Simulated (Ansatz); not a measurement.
OsC (rock salt, Fm-3m) under volume change, plane-wave PAW PBE (Ansatz code), scaled uniformly.

```
V (Å³/atom)  E − E(relaxed) (meV/atom)  P (GPa)
-----------  -------------------------  -------
9.375                            109.1    41.07
9.684                             45.7    25.09
9.994                             10.8    11.51
10.303                             0.0     0.00
10.612                             9.7    -9.74
10.921                            36.6   -18.00
11.230                            78.3   -24.99
```

**Question.** What does a third-order Birch–Murnaghan fit give for V₀, B₀ and B′?

**Answer.** V₀ = 10.30 Å³/atom, B₀ = 352 GPa, B′ = 4.5.

The start of the workflow was typed in or built on a structure type; neither database checked (COD, Materials Project) lists it. Its standing as an ambient phase is unchecked. The PBE relaxation kept the symmetry of its start; its stability against distortions is not shown here. The run is not spin-polarised. Its formation energy is positive at this level, so the cell may be metastable or incomplete. Scalar-relativistic: spin–orbit coupling is off unless named, which matters more the heavier the elements.

Potentials: the later of the program's two PAW sets.
